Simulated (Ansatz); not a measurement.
Relaxed-ion elastic tensor of AlNi (CsCl type, Pm-3m) in GPa (Voigt order), r²SCAN (plane waves, PAW; program Ansatz); density 6.06 g/cm³, 11.74 Å³ per atom.

```
232  149  149  0.0  0.0  0.0
149  232  149  0.0  0.0  0.0
149  149  232  0.0  0.0  0.0
0.0  0.0  0.0  134  0.0  0.0
0.0  0.0  0.0  0.0  134  0.0
0.0  0.0  0.0  0.0  0.0  134
```

Question: Is the crystal mechanically stable?

Answer: Yes: the smallest eigenvalue of C is 82.4 GPa.

Question: Work out the Voigt, Reuss and Hill averages.

Answer: K_V = 177, K_R = 177, K_H = 177; G_V = 97.0, G_R = 70.5, G_H = 83.8 GPa.

Question: Give Young's modulus, Poisson's ratio, Pugh's ratio and the universal anisotropy index.

Answer: E = 9KG/(3K + G) = 217 GPa; ν = 0.30; K/G = 2.11 (ductile by the Pugh limit of 1.75); A_U = 5G_V/G_R + K_V/K_R − 6 = 1.88.

Question: Estimate the sound speeds and the Debye temperature.

Answer: v_l = √((K + 4G/3)/ρ) = 6900 m/s, v_t = √(G/ρ) = 3720 m/s, mean 4150 m/s; Θ = (h/k)(3n/4πV)^(1/3) v_m = 544 K.

Question: Give the Zener ratio and Young's modulus along [100], [110] and [111].

Answer: A = 2C44/(C11 − C12) = 3.26; 1/E = S11 − 2(S11 − S12 − S44/2)Γ with Γ = 0, 1/4, 1/3 gives 115, 222, 321 GPa.

Question: Solve the Christoffel equation for the three sound speeds along [100], [110], [111].

Answer: Eigenvalues of C_ijkl n_j n_l equal ρv². In km/s, slowest first: [100] 4.71, 4.71, 6.18; [110] 2.61, 4.71, 7.32; [111] 3.45, 3.45, 7.66.

The r²SCAN relaxation kept the symmetry of its start. The workflow began spin-polarised and lost its moments. As this level gives no gap, shear constants depend on the k-mesh and smearing (Fermi–Dirac, 0.1 eV here).

Potentials: the earlier of the program's two PAW sets.
